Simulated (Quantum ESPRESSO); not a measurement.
# Strain and stress in In2Ru4TaZr

All numbers below are calculated, not measured. They come from Quantum ESPRESSO 7.5, a public plane-wave density functional program. Each row is one single-point run on a made-up periodic cell of eight metal atoms, with elements, volume, strain and displacements drawn at random and not relaxed, so a cell may be unstable or far from any real phase. There is no spin polarisation or spin-orbit coupling.

Settings: PBE unless stated; PseudoDojo standard norm-conserving files; Fermi-Dirac width 0.25 eV, which means electrons at about 2900 K; cutoff 1143 eV; 5 x 5 x 5 k mesh shifted half a step off Gamma. E is the free energy of the whole cell (internal energy minus TS), so a -TS column is already part of it. Stress is positive in tension, and the pressure P is minus a third of its trace.

Checks: one run of this series was repeated at a higher cutoff and on a denser mesh, which moved values by no more than 0.003 eV, 0.03 GPa and 0.008 eV/Å, and a second program with other atomic files agreed on it to 2 % rms in force and 0.5 GPa in pressure. Known limits: heavy elements are run without spin-orbit coupling, which real alloys of them have; a spin test at this wide smearing found no moment, but such smearing suppresses magnetism that the real alloy may have.

The lattice is hexagonal close-packed, and the cell vectors in Å are (0.000, 0.000, 4.802); (5.889, 0.013, 0.000); (-2.933, 5.093, 0.000), a volume of 144.22 Å³ in run 4. The elements on sites 1 to 8 are Ru Ru In Zr Ta Ru Ru In. Each run adds a shear e (the xy component of the symmetric strain tensor) to one drawn cell, with the atoms carried along. E is counted from run 4.

```
run  e (%)  s_xx (GPa)  s_yy (GPa)  s_zz (GPa)  s_xy (GPa)  P (GPa)  E (meV)
  1  -2.48       13.11        5.71        6.09       -2.74    -8.30     61.9
  2  -1.54       13.30        5.76        6.31       -1.79    -8.46     26.9
  3  -1.33           ?           ?           ?           ?        ?        ?
  4   0.23       13.44        5.46        6.66       -0.01    -8.52      0.0
  5   0.46       13.44        5.38        6.69        0.22    -8.50      0.2
  6   0.70       13.43        5.29        6.73        0.46    -8.48      1.3
  7   2.24       13.23        4.45        6.92        2.03    -8.20     32.4
```

## Worked fit

A parabola through the runs shown gives s_xy = -0.24 + 1.010 e + 0.002 e² GPa with e in per cent, an error of 0.001 on the linear term and a scatter of 0.00 GPa. The atoms are clamped and the cell is already under stress, so the slope belongs to this path and is not an elastic constant of a real alloy.

## Withheld run

Question: what s_xy should run 3 give?

The fit gives -1.58 ± 0.01 GPa. The calculation gave -1.58 GPa.
